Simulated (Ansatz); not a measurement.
ZrTa:
```yaml
crystal:
  lattice:
    - [4.69310, 0.00000, 0.00000]
    - [0.00000, 3.55786, 0.00000]
    - [0.00000, 0.00000, 4.95980]
  atoms:
    - { symbol: Ta, position: [0.25000, 0.00000, 0.80883] }
    - { symbol: Ta, position: [0.75000, 0.00000, 0.19117] }
    - { symbol: Zr, position: [0.25000, 0.50000, 0.27738] }
    - { symbol: Zr, position: [0.75000, 0.50000, 0.72262] }
```

Relaxed with PBE. Special points in fractions of this cell's reciprocal vectors: Γ (0.000, 0.000, 0.000); X (0.500, 0.000, 0.000); S (0.500, 0.500, 0.000); Y (0.000, 0.500, 0.000); Z (0.000, 0.000, 0.500); U (0.500, 0.000, 0.500); R (0.500, 0.500, 0.500); T (0.000, 0.500, 0.500).

Task: List the band energies nearest the Fermi level at these points for plane-wave PAW PBE (Ansatz code).

Result: In eV from the Fermi level; about four levels below and three above (degenerate sets whole), none deeper than 8.9 eV; … stands for higher levels left out; points with the same levels are listed once.

```
k                    below                above
-  -----------------------  -------------------
Γ  -3.23 -2.95 -1.59 -1.35       0.61 0.62 0.69
X  -1.33 -1.33 -0.71 -0.71  0.41 0.41 0.83 0.83
S  -0.39 -0.39 -0.31 -0.31          2.78 2.78 …
Y  -1.35 -1.27 -1.14 -0.46       0.49 0.84 1.27
Z  -1.01 -0.92 -0.66 -0.29       0.33 0.37 1.38
U  -0.93 -0.93 -0.65 -0.65  0.24 0.24 1.04 1.04
R  -0.94 -0.94 -0.92 -0.92  1.32 1.32 1.35 1.35
T  -1.61 -1.00 -0.96 -0.58       0.27 0.58 0.74
```

Space group Pmma. The start of the workflow was typed in or built on a structure type; neither database checked (COD, Materials Project) lists it. Whether it is the stable phase at ambient conditions was not checked. Symmetry was held in the PBE relaxation; its stability against distortions is not shown here. No spin polarisation was allowed. Scalar-relativistic: spin–orbit coupling is off unless named, which matters more the heavier the elements.

Potentials: the later of the program's two PAW sets.
